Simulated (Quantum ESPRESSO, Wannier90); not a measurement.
# ZnSe (zinc blende): Wannier90 run

```
CELL_PARAMETERS angstrom
      0.00000     2.83244     2.83244
      2.83244     0.00000     2.83244
      2.83244     2.83244     0.00000
ATOMIC_POSITIONS crystal
  Zn 0.00000 0.00000 0.00000
  Se 0.25000 0.25000 0.25000
```

Materials Project entry mp-1190; symmetrised, unrelaxed at this level. COD (Crystallography Open Database) has the formula in 2 space groups, this one among them (matched by group alone). Level: PBEsol, no spin polarisation, no spin-orbit coupling; pw.x of Quantum ESPRESSO at 69 Ry with PseudoDojo potentials, 8×8×8 k-points, Wannier90. Density: 10×10×10 mesh, cold smearing 0.01 Ry. Spin-orbit coupling, left out, would split the p-like bands by a few tenths of an eV.

Functional, cutoff and mesh named above are those of the base row (69); the first column says what each row takes instead. Model: 4 functions from bands 10,16-18, start SCDM (isolated) (the valence bands). Energies are relative to the valence-band maximum; the misfit is to pw.x on a path, for all bands of the set. Only the plane-wave cutoff changes (density cutoff four times as high). Ω_total can sit in another minimum from row to row; Ω_I of an isolated set cannot. A star marks runs that hit the step limit.

```csv
ecutwfc (Ry),Ω_I (Å²),Ω_total (Å²),rms misfit (meV),gap (eV),ΔE to highest cutoff (meV/atom),"plane waves a k-point, about (cost)",rough cost of nscf and overlaps (first row = 1)
35,8.37,8.77,37,0.145,101106.5,1100,1.0
43,8.38,8.76,17,0.895,33220.7,1500,1.1
52,8.86,10.04*,249,1.117,6809.6,1900,1.6
69,9.21,9.58,13,1.174,92.0,3000,3
86,9.21,9.59,13,1.176,0.3,4100,5
108,9.21,9.59,13,1.175,0.0,5800,8
```
